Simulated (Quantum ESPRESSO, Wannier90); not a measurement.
**Wannierisation of GeS₂ (P4₂/nmc)**

```
begin unit_cell_cart
ang
    3.4873500000    0.0000000000    0.0000000000
    0.0000000000    3.4873500000    0.0000000000
    0.0000000000    0.0000000000   11.3804300000
end unit_cell_cart
begin atoms_frac
Ge   0.0000000000  0.0000000000  0.5000000000
Ge   0.5000000000  0.5000000000  0.0000000000
S    0.0000000000  0.5000000000 -0.1234600000
S    0.0000000000  0.5000000000  0.3765400000
S    0.5000000000  0.0000000000 -0.3765400000
S    0.5000000000  0.0000000000  0.1234600000
end atoms_frac
```

Cell from Materials Project (mp-1071032), symmetrised, no further relaxation. Not found in the COD (Crystallography Open Database) copy used, which has the formula in other groups; not checked further. Method: PBEsol plane waves in Quantum ESPRESSO 7.5 (PseudoDojo norm-conserving files, 63 Ry, no spin polarisation, no spin-orbit coupling), Bloch states on a 8×8×4 mesh through Γ, Wannier90 4.0.1. Density: 10×10×4 mesh, Gaussian smearing 0.01 Ry. The cell is built of weakly bound layers, chains or molecules. Database cells relaxed without dispersion often hold them too far apart, which can enlarge gaps and weakens couplings between them; spacing and stacking were not compared with the measured crystal. Spin-orbit coupling, left out, would split the p-like bands by a few tenths of an eV.

Bands 11-26 form an isolated set from -14.90 to 0.00 eV relative to the valence-band maximum (on the path) and are turned into 16 Wannier functions by minimising the spread from the start: sp3 on S.

**Question.** Where do the functions sit, how wide are they and what are they made of?

**Answer.** 
| functions | spread (Å²) | nearest atom, distance (Å) | second atom, distance (Å) | weight on atomic waves |
|---|---|---|---|---|
| 8 | 1.50 | S 0.92 | Ge 1.32 | S 3p 50 %, Ge 4p 23 %, Ge 4s 15 % |
| 8 | 1.45 | S 0.42 | Ge 2.36 | S 3p 60 %, S 3s 33 %, Ge 4p 5 % |

Ω_I = 20.93 Å², Ω_total = 23.62 Å²; the interpolated bands follow pw.x to 2.3 meV rms on the path. It is the lowest total spread that any start reached here.
